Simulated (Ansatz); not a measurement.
HfSi (CsCl type, space group No. 221) at seven volumes, DFT-PBEsol in the program Ansatz with PAW potentials, scaled uniformly. One row is withheld.

```json
[
 {"V (Å³/atom)": "15.630", "P (GPa)": "15.12"},
 {"V (Å³/atom)": "16.145", "P (GPa)": "9.22"},
 {"V (Å³/atom)": "16.660", "P (GPa)": "4.26"},
 {"V (Å³/atom)": "17.175", "P (GPa)": "0.00"},
 {"V (Å³/atom)": "17.691", "P (GPa)": "?"},
 {"V (Å³/atom)": "18.206", "P (GPa)": "-7.02"},
 {"V (Å³/atom)": "18.721", "P (GPa)": "-9.80"}
]
```

Fit the shown pressures and predict the withheld one.

Third-order Birch–Murnaghan: P = (3/2)B₀(x^(7/2) − x^(5/2))[1 + (3/4)(B′ − 4)(x − 1)] with x = (V₀/V)^(2/3). Least squares on the six rows gives V₀ = 17.168 Å³/atom, B₀ = 133.9 GPa, B′ = 3.89. At V = 17.691, x = 0.9802 and P = -3.79 GPa. The run itself gave -3.77 GPa.

Space group Pm-3m (CsCl type). A made-up cell: these elements were put on the sites of a structure type; neither database checked (COD, Materials Project) lists it. COD files the formula under space group No. 62. Whether it is the stable phase at ambient conditions was not checked. The cell was relaxed with PBEsol under the symmetry of its start. At this level the phase is mechanically unstable. No spin polarisation was allowed. Spin–orbit coupling is left out wherever it is not named.

Potentials: the earlier of the program's two PAW sets. The files were generated under PBE; for other functionals the program regenerates the frozen cores, and for LDA and PBEsol the local potential too.
